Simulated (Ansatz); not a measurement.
Sb₂Se₃:
```
Sb2Se3
1.0
   11.53598     0.00000     0.00000
    0.00000     3.95585     0.00000
    0.00000     0.00000    11.21470
Sb Se
8 12
Cartesian
 11.30962   0.98896   1.92340
  5.54163   0.98896   3.68395
  0.22636   2.96689   9.29130
  5.99435   2.96689   7.53075
  7.52854   0.98896  10.78604
  1.76055   0.98896   6.03601
  4.00744   2.96689   0.42866
  9.77543   2.96689   5.17869
  3.26839   0.98896   2.21734
  9.03638   0.98896   3.39001
  8.26759   2.96689   8.99736
  2.49960   2.96689   7.82469
  5.13278   0.98896   9.72612
 10.90077   0.98896   7.09593
  6.40320   2.96689   1.48858
  0.63521   2.96689   4.11877
  7.26037   0.98896   6.20584
  1.49238   0.98896  10.61621
  4.27561   2.96689   5.00886
 10.04360   2.96689   0.59849
```

Relaxed with LDA.

### Question
Which orbitals make up the states near the band edges in plane-wave PAW LDA (Ansatz code)?

### Answer
Top 1 eV of the valence band: Se 4p 79 %, Sb 5s 10 %, Sb 5p 8 %. Bottom 1 eV of the conduction band: Sb 5p 57 %, Se 4p 30 %, Se 4s 6 %. Projections are on Löwdin-orthogonalised atomic valence shells; empty p or d shells of many metals are not among them.

### Question
Tabulate the density of states.

### Answer
States/eV per cell of 20 atoms, in 0.25 eV bins, energy from the valence-band maximum.

```tsv
E (eV)	total	Se 4p	Sb 5p	Sb 5s
-7.87	2.14	0.35	0.04	1.21
-7.62	3.27	0.53	0.07	1.80
-7.37	1.76	0.28	0.03	0.96
-7.12	0.52	0.09	0.01	0.27
-6.87	0.00	0.00	0.00	0.00
-6.62	0.00	0.00	0.00	0.00
-6.37	0.00	0.00	0.00	0.00
-6.12	0.00	0.00	0.00	0.00
-5.87	0.00	0.00	0.00	0.00
-5.62	3.40	1.91	1.38	0.01
-5.37	7.51	4.27	2.99	0.04
-5.12	7.02	4.06	2.68	0.10
-4.87	11.67	6.93	4.15	0.18
-4.62	14.69	8.89	5.13	0.23
-4.37	8.89	5.44	3.03	0.14
-4.12	13.41	8.18	4.59	0.23
-3.87	12.38	7.57	4.17	0.22
-3.62	14.10	8.61	4.74	0.30
-3.37	14.04	8.53	4.74	0.30
-3.12	14.18	8.70	4.65	0.31
-2.87	15.94	9.77	5.11	0.45
-2.62	14.43	8.98	4.50	0.43
-2.37	14.85	9.52	4.31	0.44
-2.12	11.33	7.57	2.89	0.39
-1.87	12.92	9.74	2.36	0.35
-1.62	14.25	11.41	1.85	0.53
-1.37	16.60	13.72	1.61	0.81
-1.12	16.14	13.46	1.32	0.91
-0.87	15.71	12.97	1.12	1.20
-0.62	18.27	14.35	1.35	2.07
-0.37	13.18	10.14	1.07	1.62
-0.12	3.09	2.38	0.24	0.37
0.13	0.00	0.00	0.00	0.00
0.38	0.00	0.00	0.00	0.00
0.63	0.00	0.00	0.00	0.00
0.88	3.75	0.96	2.21	0.11
1.13	9.45	2.68	5.47	0.24
1.38	8.20	2.44	4.70	0.18
1.63	12.34	4.01	6.91	0.22
1.88	13.16	4.39	7.32	0.25
2.13	14.47	5.08	7.88	0.25
2.38	13.34	4.84	7.11	0.20
2.63	15.99	5.86	8.47	0.21
2.88	14.17	5.13	7.57	0.17
3.13	11.29	4.11	5.99	0.13
3.38	16.31	5.99	8.39	0.19
3.63	12.51	4.55	6.46	0.11
3.88	13.02	4.67	6.46	0.11
4.13	10.71	3.63	4.99	0.08
4.38	13.75	4.22	5.85	0.05
4.63	9.75	2.90	3.89	0.04
4.88	4.86	1.32	1.74	0.02
5.13	7.09	1.06	1.07	0.02
5.38	4.63	0.64	0.60	0.01
```

Space group Pnma. Symmetry was held in the LDA relaxation; of distortions, only those at the zone centre were tested. A crystal of weakly bound chains computed without a dispersion correction: the cell and the soft elastic constants depend strongly on that. Spin–orbit coupling is left out wherever it is not named.

Potentials: the later of the program's two PAW sets.
